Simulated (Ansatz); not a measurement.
The calculation used Ansatz, DFT PBE, scalar-relativistic, plane waves, PAW. All cells share a 420 eV cutoff and Γ-centred k meshes spaced at most about 0.3 Å⁻¹ (about 0.25 or finer for metals, 2π included). Collinear spin in cells that started with moments and kept them past the coarse steps, no spin elsewhere.

Temperature and zero-point effects are left out.

Two relaxed structures of Be2Cd2O:

A. (no spin)

```yaml
crystal:
  lattice:
    - [-2.37543, 2.37543, 4.81303]
    - [2.37543, -2.37543, 4.81303]
    - [2.37543, 2.37543, -4.81303]
  atoms:
    - { symbol: Be, position: [0.15029, 0.15029, 0.00000] }
    - { symbol: Be, position: [0.84971, 0.84971, 0.00000] }
    - { symbol: Cd, position: [0.75000, 0.25000, 0.50000] }
    - { symbol: Cd, position: [0.25000, 0.75000, 0.50000] }
    - { symbol: O, position: [0.00000, 0.00000, 0.00000] }
```

B. (site moments Be 0.1 (×2); O 0.9 μB)

```yaml
crystal:
  lattice:
    - [4.57467, 0.00000, 0.00000]
    - [0.00000, 4.57467, 0.00000]
    - [0.00000, 0.00000, 3.95486]
  atoms:
    - { symbol: Be, position: [0.50000, 0.50000, 0.25059] }
    - { symbol: Be, position: [0.50000, 0.50000, 0.74941] }
    - { symbol: Cd, position: [0.00000, 0.50000, 0.50000] }
    - { symbol: Cd, position: [0.50000, 0.00000, 0.50000] }
    - { symbol: O, position: [0.00000, 0.00000, 0.00000] }
```

Question: Which would you expect to be lower, and how large is the difference?

Answer: A is lower, by 1.00 eV/atom. A has space group I4/mmm (No. 139), 21.7 Å³/atom and no gap on its mesh; B has space group P4/mmm (No. 123), 16.6 Å³/atom and no gap. Counting Be or Cd atoms around O (for each partner element, those within 1.25 times its shortest distance or 1.15 times the sum of covalent radii, where it is the nearest in units of that sum or under 1.3; the shortest distance is added where it is long for a bond), A has O 2 and B has O 8 from 3.0 Å. Their magnetic states differ too. The lower one is the more open, so pressure narrows the difference. In A, around Be lie 1 O at 1.45 Å and 4 Cd at 2.56 Å; Cd has 4 Be at 2.56 Å, 4 Cd at 3.36 Å and 4 O at 3.38 Å; O is surrounded by 2 Be at 1.45 Å and 8 Cd at 3.38 Å. In B, around Be lie 2 Be at 1.97–1.98 Å, 4 Cd at 2.49 Å and 4 O at 3.38 Å; Cd has 4 Be at 2.49 Å and 4 O at 3.02 Å; around O lie 8 Cd at 3.02 Å and 8 Be at 3.38 Å (long contacts). Both come from invented guesses. A third cell relaxed alike, in I4/mmm, lies 130 meV/atom below the lower of the two.

A magnetic state wasn't ruled out in cells without spin, among them I4/mmm. The magnetic state reached may not be the lowest. Cells relaxed within their symmetry can be saddle points. Some structure types and database cells were kept out of the candidates from the start, so a known form may be missing.
